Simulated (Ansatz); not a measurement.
Pb (fcc (Cu type), Fm-3m) under volume change, the program Ansatz at the LDA level (PAW), scaled uniformly.

```csv
V (Å³/atom),E − E(relaxed) (meV/atom),P (GPa)
26.464,46.9,6.30
27.336,[?],[?]
28.209,4.6,1.74
29.081,0.0,0.00
29.954,[?],[?]
30.826,15.3,-2.64
31.698,32.4,-3.64
```

**Question.** Some entries are withheld; supply them.

**Answer.** 
- 29.954, E − E(relaxed) (meV/atom): 4.1
- 29.954, P (GPa): -1.44
- 27.336, E − E(relaxed) (meV/atom): 19.6
- 27.336, P (GPa): 3.82

**Question.** What does a third-order Birch–Murnaghan fit give for V₀, B₀ and B′?

**Answer.** V₀ = 29.08 Å³/atom, B₀ = 52.6 GPa, B′ = 5.1.

The LDA relaxation kept the symmetry of its start. Scalar-relativistic: spin–orbit coupling is off unless named, which matters more the heavier the elements.

Potentials: the later of the program's two PAW sets.
